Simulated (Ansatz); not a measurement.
Simulated powder pattern, Cu Kα, λ = 1.54184 Å (kinematic, ideal powder, no thermal factors, no anomalous dispersion; the 30 strongest lines at most, above 1 %, up to 2θ = 90°):

| 2θ (°) | d (Å) | I/Imax (%) |
|---|---|---|
| 28.17 | 3.168 | 24 |
| 31.50 | 2.840 | 24 |
| 32.36 | 2.766 | 100 |
| 42.76 | 2.115 | 15 |
| 49.86 | 1.829 | 20 |
| 56.64 | 1.625 | 20 |
| 58.26 | 1.584 | 3.0 |
| 60.18 | 1.538 | 22 |
| 60.71 | 1.526 | 16 |
| 65.76 | 1.420 | 2.8 |
| 67.74 | 1.383 | 3.8 |
| 73.02 | 1.296 | 3.1 |
| 78.78 | 1.215 | 7.6 |
| 80.17 | 1.197 | 2.4 |
| 82.31 | 1.171 | 14 |
| 86.84 | 1.122 | 8.1 |
| 88.66 | 1.103 | 3.9 |

The pattern belongs to a structure relaxed with PBE (plane waves, PAW; program Ansatz).

### Question
Pick the material that matches.
A. Mg, hcp (Mg type)
B. Y, hcp (Mg type)
C. As, A7 (α-As type)
D. Gd, hcp (Mg type)

### Answer
B, Y, hcp (Mg type)

### Question
Give the lattice parameters.

### Answer
a = 3.658 Å, c = 5.680 Å.

Space group P6_3/mmc (hcp (Mg type)). The PBE relaxation kept the symmetry of its start. No spin polarisation was allowed. Axis ratios of metals converge slowly with the k-mesh, so a and c are less sure than the volume.

Potentials: the later of the program's two PAW sets.
